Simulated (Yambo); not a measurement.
Yambo run on WCu₂S₄ (space group P-42m, No. 111). The wavefunctions come from this Quantum ESPRESSO step (PBEsol, PseudoDojo standard norm-conserving files, scalar-relativistic):

```
&CONTROL
  calculation = 'nscf'
  pseudo_dir = './pseudo'
  outdir = './out'
/
&SYSTEM
  ibrav = 0
  nat = 7
  ntyp = 3
  ecutwfc = 92.0
  ecutrho = 368.0
  occupations = 'fixed'
  force_symmorphic = .true.
  nbnd = 307
/
&ELECTRONS
  conv_thr = 7.000000000000001e-09
  diago_full_acc = .true.
  diago_thr_init = 1e-08
/
ATOMIC_SPECIES
S 32.0600 S.upf
Cu 63.5460 Cu.upf
W 183.8400 W.upf
CELL_PARAMETERS angstrom
  5.375861249000   0.000000000000   0.000000000000
  0.000000000000   5.375861249000   0.000000000000
  0.000000000000   0.000000000000   5.060104842000
ATOMIC_POSITIONS crystal
S   0.240791687800   0.759208312200   0.256525144000
S   0.759208312200   0.759208312200   0.743474856000
S   0.759208312200   0.240791687800   0.256525144000
S   0.240791687800   0.240791687800   0.743474856000
Cu   0.000000000000   0.500000000000   0.000000000000
Cu   0.500000000000   0.000000000000   0.000000000000
W   0.000000000000   0.000000000000   0.000000000000
K_POINTS automatic
2 2 2 0 0 0
```

Yambo input:

```
rim_cut
gw0
dyson
el_el_corr
HF_and_locXC
ppa
em1d
RandQpts= 1000000
RandGvec= 1 Ry
EXXRLvcs= 92 Ry
VXCRLvcs= 368 Ry
Chimod= "HARTREE"
% BndsRnXp
 10 | 306 |
%
NGsBlkXp= 8 Ry
% LongDrXp
 1.0 | 1.0 | 1.0 |
%
PPAPntXp= 27.2114 eV
% GbndRnge
 1 | 306 |
%
GTermKind= "BG"
DysSolver= "n"
ExtendOut
% QPkrange
 1 | 1 | 38 | 39 |
 2 | 2 | 38 | 39 |
 3 | 3 | 38 | 39 |
 4 | 4 | 38 | 39 |
 5 | 5 | 38 | 39 |
 6 | 6 | 38 | 39 |
%
```

k points by index: 1 = Γ, 2 = Z, 3 = X, 4 = R, 5 = M, 6 = A.

The o-*.qp file then holds:

```
#    K-point    Band    Eo [eV]    E [eV]    E-Eo [eV]    Vxc [eV]    Vnlxc [eV]    Sc|Eo [eV]    Sc|E [eV]    dSc/dw|Eo [eV]    Re(Z)    Im(Z)
#
    1    38    -0.325405    -0.802507    -0.477102    -20.99391    -25.32251    3.698081    3.851496    -8.747516    0.756732    -0.001576
    1    39    1.475620    2.152684    0.677063    -17.29114    -13.13066    -3.294037    -3.483409    -7.609767    0.781458    -0.001494
    2    38    -0.723973    -1.178336    -0.454363    -22.62344    -27.50186    4.273536    4.424061    -9.011909    0.751209    -0.001583
    2    39    1.391151    2.040347    0.649196    -17.07246    -13.01411    -3.230826    -3.409146    -7.473299    0.784533    -0.001412
    3    38    -0.482182    -1.039904    -0.557722    -19.36865    -23.63365    3.529969    3.707283    -8.649072    0.758810    -0.001572
    3    39    1.181359    1.738942    0.557582    -17.16839    -13.63255    -2.823682    -2.978253    -7.542311    0.782976    -0.001417
    4    38    -0.187696    -0.775409    -0.587713    -18.67400    -22.55175    3.105454    3.290035    -8.544409    0.761031    -0.001546
    4    39    1.834468    2.372164    0.537695    -14.47780    -10.39844    -3.403174    -3.541671    -7.007676    0.795209    -0.001363
    5    38    -0.178123    -0.685017    -0.506894    -20.94519    -25.25202    3.638132    3.799929    -8.683417    0.758084    -0.001560
    5    39    1.623999    2.230304    0.606305    -15.68385    -11.39269    -3.517119    -3.684854    -7.526713    0.783327    -0.001515
    6    38    0.000000    -0.561396    -0.561396    -19.34510    -23.24165    3.158307    3.335157    -8.570231    0.760482    -0.001533
    6    39    2.021991    2.556269    0.534277    -17.30899    -13.64459    -2.976749    -3.130130    -7.810533    0.776979    -0.001508
```
(The two width columns are left out.) Convergence of these settings isn't established.

Spin-orbit coupling is not included.

Geometry relaxed with PBE+D3(BJ).

The structure is a Materials Project entry; no match was found in the copy of COD used, and its stability was not checked.
